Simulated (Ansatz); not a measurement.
CdTe:
```
CdTe
1.0
    4.56116     0.00000     0.00000
   -2.28058     3.95008     0.00000
    0.00000     0.00000    10.46920
Cd Te
3 3
Direct
  0.50038   0.00000   0.33333
  0.00000   0.50038   0.66667
  0.49962   0.49962   0.00000
  0.50017   0.00000   0.83333
  0.00000   0.50017   0.16667
  0.49983   0.49983   0.50000
```

Cartesian axes are those of the cell as given.

Q: Give the proper piezoelectric stress tensor with relaxed ions from DFT-r²SCAN in the program Ansatz with PAW potentials.

A: In C/m², rows x, y, z, Voigt columns; mesh uncertainty up to 0.00.
```
 0.00   0.00   0.00   0.41   0.00   0.00
 0.00   0.00   0.00   0.00  -0.41   0.00
 0.00   0.00   0.00   0.00   0.00   0.00
```

The elastic tensor of the same run (GPa):

```
65.4  29.3  36.4   0.0   0.0   0.0
29.3  65.4  36.4   0.0   0.0   0.0
36.4  36.4  74.9   0.0   0.0   0.0
 0.0   0.0   0.0  19.4   0.0   0.0
 0.0   0.0   0.0   0.0  19.4   0.0
 0.0   0.0   0.0   0.0   0.0  18.0
```

Q: Convert to strain constants d = e·S.

A: In pC/N:
```
  0.0    0.0    0.0   21.3    0.0    0.0
  0.0    0.0    0.0    0.0  -21.3    0.0
  0.0    0.0    0.0    0.0    0.0    0.0
```

Space group P6_422. The workflow started from a Materials Project entry (that database holds measured and hypothetical structures alike); the Crystallography Open Database copy checked does not list it. It is not the phase usual at ambient conditions (space group No. 216). The cell was relaxed with r²SCAN under the symmetry of its start; whether a distortion lowers the energy is not shown. Signs of piezoelectric constants follow the polarity of the cell as given. Spin–orbit coupling is left out wherever it is not named.

Potentials: the later of the program's two PAW sets.
